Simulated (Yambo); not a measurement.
G0W0@LDA for SiO2 (space group P6_222, No. 180) in Yambo. Reference settings: 3×3×4 Γ-centred k mesh, 227 bands and a 8 Ry block in the screening, 227 bands in G with the Bruneval-Gonze terminator, plasmon pole fitted at 27.2 eV. The LDA gap A → Γ on this mesh is 5.50 eV; G0W0 gaps are taken between the same points.

The settings were changed. The gap went from 8.63 eV to 8.57 eV, and the shift of the valence edge from -1.82 eV to -1.72 eV.

Q: Which change was made?
(A) 2 Ry block
(B) 84 bands in W, 84 bands in G
(C) no random integration
(D) 84 bands in G, no terminator

A: C, no random integration. The others gave (gap, valence shift): 2 Ry block: 8.90, -2.20 eV; 84 bands in G, no terminator: 8.27, -1.16 eV; 84 bands in W, 84 bands in G: 8.69, -1.64 eV.

Geometry of the Materials Project entry, not relaxed at this level; primitive cell a = 5.0611 Å, b = 5.0611 Å, c = 5.5405 Å, α = 90.00°, β = 90.00°, γ = 120.00°.

This is not the ordinary phase of the substance.

A shift is the quasiparticle energy of the state minus its LDA energy.
